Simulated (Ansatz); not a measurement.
Tc (fcc (Cu type), Fm-3m) at seven volumes, DFT-LDA in the program Ansatz with PAW potentials, scaled uniformly. One row is withheld.

```json
[
 {"V (Å³/atom)": "12.593", "P (GPa)": "39.27"},
 {"V (Å³/atom)": "13.008", "P (GPa)": "?"},
 {"V (Å³/atom)": "13.423", "P (GPa)": "11.04"},
 {"V (Å³/atom)": "13.838", "P (GPa)": "0.00"},
 {"V (Å³/atom)": "14.253", "P (GPa)": "-9.41"},
 {"V (Å³/atom)": "14.668", "P (GPa)": "-17.41"},
 {"V (Å³/atom)": "15.083", "P (GPa)": "-24.20"}
]
```

**Question.** Fit the shown pressures and predict the withheld one.

**Answer.** P = (3/2)B₀(x^(7/2) − x^(5/2))[1 + (3/4)(B′ − 4)(x − 1)] with x = (V₀/V)^(2/3). Least squares on the six rows gives V₀ = 13.838 Å³/atom, B₀ = 339 GPa, B′ = 4.36. At V = 13.008, x = 1.0421 and P = 24.00 GPa. The run itself gave 24.02 GPa.

The workflow started from an entry of the Crystallography Open Database (COD), which files this formula under 2 space groups. It is not the phase usual at ambient conditions (space group No. 194). The LDA relaxation kept the symmetry of its start; whether a distortion lowers the energy is not shown. No spin polarisation was allowed.

Potentials: the later of the program's two PAW sets.
